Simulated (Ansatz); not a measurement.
NaCl:
```
CELL_PARAMETERS angstrom
      0.00000     2.84776     2.84776
      2.84776     0.00000     2.84776
      2.84776     2.84776     0.00000
ATOMIC_POSITIONS crystal
  Cl 0.00000 0.00000 0.00000
  Na 0.50000 0.50000 0.50000
```

Relaxed with PBE. Special points in fractions of this cell's reciprocal vectors: Γ (0.000, 0.000, 0.000); X (0.500, 0.000, 0.500); U (0.625, 0.250, 0.625); K (0.375, 0.375, 0.750); L (0.500, 0.500, 0.500); W (0.500, 0.250, 0.750).

Question: List the band energies nearest the valence-band maximum at these points for PBE (plane waves, PAW; program Ansatz).

Answer: In eV from the valence-band maximum; about four levels below and three above (degenerate sets whole), none deeper than 8.9 eV; points with the same levels are listed once.

```json
[
 {"k": "Γ", "below": "0.00 0.00 0.00", "above": "5.00 11.00 11.00 11.00"},
 {"k": "X", "below": "-1.58 -0.57 -0.57", "above": "7.43 8.07 11.11"},
 {"k": "U", "below": "-1.34 -1.06 -0.47", "above": "8.15 8.92 10.39"},
 {"k": "L", "below": "-1.83 -0.25 -0.25", "above": "7.21 10.39 10.82 10.82"},
 {"k": "W", "below": "-1.13 -1.13 -0.71", "above": "8.68 9.59 9.59"}
]
```

Space group Fm-3m (rock salt). The cell was relaxed with PBE under the symmetry of its start; phonons on a q-mesh show no instability.

Potentials: the later of the program's two PAW sets.
